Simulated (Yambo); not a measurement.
Material: LiMgBN2 (space group I-4m2, No. 119); a = 5.200 Å, b = 5.200 Å, c = 5.200 Å, α = 136.91°, β = 136.91°, γ = 62.58° (5 atoms in the cell). The geometry is that of Materials Project entry mp-1222299, symmetrised and not relaxed again.

With PBEsol (pw.x of Quantum ESPRESSO, ONCV potentials, without SOC), the gap between the mesh's edge points (Z → Γ) is 2.480 eV.

**Question.** By how much does one-shot G0W0 (Yambo; 4×4×4 Γ-centred k mesh, bands 6 to 120 and a 8 Ry block in the screening, 120 bands in G with the Bruneval-Gonze terminator, plasmon pole fitted at 27.2 eV) open this gap, and what gap results?

**Answer.** The correction is 1.708 eV, giving 4.188 eV, 1.7 times the PBEsol value.  Nearest settings tried, and what they do to the gap: 45 bands in W, 45 bands in G: -42 meV; 3 Ry block (37 vectors against 171): -430 meV. Not varied: mesh. So the settings aren't converged at that level. 

The structure is a Materials Project entry; no match was found in the copy of COD used, and its stability was not checked.
